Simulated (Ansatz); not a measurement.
BeSe:
```yaml
crystal:
  lattice:
    - [0.00000, 2.58884, 2.58884]
    - [2.58884, 0.00000, 2.58884]
    - [2.58884, 2.58884, 0.00000]
  atoms:
    - { symbol: Se, position: [0.75000, 0.75000, 0.75000] }
    - { symbol: Be, position: [0.00000, 0.00000, 0.00000] }
```

x, y and z are the axes in which the lattice vectors are written.

Question: Give the high-frequency dielectric tensor and the Born effective charge tensors of the independent atoms from DFPT, DFT-PBE in the program Ansatz with PAW potentials.

Answer: 
ε∞:
```
6.00  0.00  0.00
0.00  6.00  0.00
0.00  0.00  6.00
```
Z* of atom 1 (Se), rows: field, columns: displacement, in e:
```
-1.57   0.00   0.00
 0.00  -1.57   0.00
 0.00   0.00  -1.57
```
Z* of atom 2 (Be), rows: field, columns: displacement, in e:
```
1.57  0.00  0.00
0.00  1.57  0.00
0.00  0.00  1.57
```

Static charges for comparison (Bader): Se1 -1.57, Be2 +1.57 e. Born charges measure polarisation by displacement and can exceed these by far.

Space group F-43m (zinc blende). The PBE relaxation kept the symmetry of its start; phonons on a q-mesh show no instability. Spin–orbit coupling is left out wherever it is not named.

Potentials: the later of the program's two PAW sets.
